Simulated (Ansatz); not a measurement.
LaSbO4:
```
CELL_PARAMETERS angstrom
      5.42066     0.00000     0.00000
      0.00000     5.09467     0.00000
     -4.56667     0.00000    12.88621
ATOMIC_POSITIONS crystal
  La 0.34470 0.80070 0.33619
  La 0.65530 0.19930 0.66381
  La 0.65530 0.30070 0.16381
  La 0.34470 0.69930 0.83619
  Sb 0.08109 0.75149 0.06937
  Sb 0.91891 0.24851 0.93063
  Sb 0.91891 0.25149 0.43063
  Sb 0.08109 0.74851 0.56937
  O  0.24365 0.43616 0.02774
  O  0.75635 0.56384 0.97226
  O  0.75635 0.93616 0.47226
  O  0.24365 0.06384 0.52774
  O  0.00522 0.60447 0.18637
  O  0.99478 0.39553 0.81363
  O  0.99478 0.10447 0.31363
  O  0.00522 0.89553 0.68637
  O  0.86328 0.07140 0.05523
  O  0.13672 0.92860 0.94477
  O  0.13672 0.57140 0.44477
  O  0.86328 0.42860 0.55523
  O  0.41228 0.87566 0.16694
  O  0.58772 0.12434 0.83306
  O  0.58772 0.37566 0.33306
  O  0.41228 0.62434 0.66694
```

Relaxed with r²SCAN.

**Question.** Which orbitals make up the states near the band edges in r²SCAN in the plane-wave PAW code Ansatz?

**Answer.** Top 1 eV of the valence band: O 2p 92 %. Bottom 1 eV of the conduction band: Sb 5s 32 %, O 2p 27 %, O 2s 11 %, La 4f 11 %, La 6s 9 %, La 5d 8 %. Projections are on Löwdin-orthogonalised atomic valence shells; empty p or d shells of many metals are not among them.

**Question.** Tabulate the density of states.

**Answer.** States/eV per cell of 24 atoms, in 0.25 eV bins, energy from the valence-band maximum.

```csv
E (eV),total,O 2p,La 4f,La 5d
-7.85,2.93,1.43,0.01,0.04
-7.60,2.92,1.43,0.01,0.05
-7.35,1.75,0.85,0.00,0.03
-7.10,3.06,1.50,0.01,0.06
-6.85,2.92,1.44,0.01,0.05
-6.60,3.54,1.77,0.01,0.06
-6.35,5.36,2.68,0.02,0.09
-6.10,0.94,0.46,0.00,0.02
-5.85,0.00,0.00,0.00,0.00
-5.60,0.00,0.00,0.00,0.00
-5.35,1.31,0.91,0.00,0.05
-5.10,9.14,6.43,0.03,0.30
-4.85,5.92,4.17,0.03,0.23
-4.60,11.76,8.23,0.05,0.63
-4.35,18.53,13.25,0.11,0.86
-4.10,12.03,8.91,0.06,0.49
-3.85,9.90,7.40,0.06,0.36
-3.60,3.02,2.28,0.02,0.15
-3.35,5.42,4.14,0.03,0.32
-3.10,10.03,7.73,0.07,0.56
-2.85,4.78,3.77,0.03,0.31
-2.60,10.42,8.62,0.06,0.66
-2.35,10.69,9.01,0.05,0.73
-2.10,16.00,13.63,0.08,1.20
-1.85,23.23,19.97,0.12,1.97
-1.60,30.12,26.49,0.22,2.08
-1.35,31.66,28.41,0.29,1.55
-1.10,29.80,27.10,0.36,1.10
-0.85,34.34,31.47,0.49,1.10
-0.60,36.04,33.25,0.62,0.91
-0.35,27.98,26.02,0.54,0.54
-0.10,9.89,9.18,0.22,0.13
0.15,0.00,0.00,0.00,0.00
0.40,0.00,0.00,0.00,0.00
0.65,0.00,0.00,0.00,0.00
0.90,0.00,0.00,0.00,0.00
1.15,0.00,0.00,0.00,0.00
1.40,0.00,0.00,0.00,0.00
1.65,0.00,0.00,0.00,0.00
1.90,0.00,0.00,0.00,0.00
2.15,0.00,0.00,0.00,0.00
2.40,0.00,0.00,0.00,0.00
2.65,0.00,0.00,0.00,0.00
2.90,0.00,0.00,0.00,0.00
3.15,0.00,0.00,0.00,0.00
3.40,0.00,0.00,0.00,0.00
3.65,0.00,0.00,0.00,0.00
3.90,0.06,0.01,0.00,0.00
4.15,0.66,0.16,0.04,0.02
4.40,1.44,0.37,0.11,0.07
4.65,3.88,1.06,0.42,0.31
4.90,6.98,1.77,1.08,0.94
5.15,10.08,1.93,3.09,1.73
5.40,8.41,1.25,4.10,1.02
5.65,53.15,0.55,50.27,1.56
5.90,118.04,1.87,111.86,2.40
6.15,47.79,2.83,39.99,2.34
6.40,5.52,0.88,2.82,0.86
6.65,13.24,1.19,0.88,9.43
6.90,18.22,1.94,0.99,13.32
```

Space group P2_1/c. The workflow started from a Materials Project entry (that database holds measured and hypothetical structures alike); the Crystallography Open Database copy checked does not list it. Its standing as an ambient phase is unchecked. The cell was relaxed with r²SCAN under the symmetry of its start; whether a distortion lowers the energy is not shown. Spin–orbit coupling is left out wherever it is not named.

Potentials: the later of the program's two PAW sets.
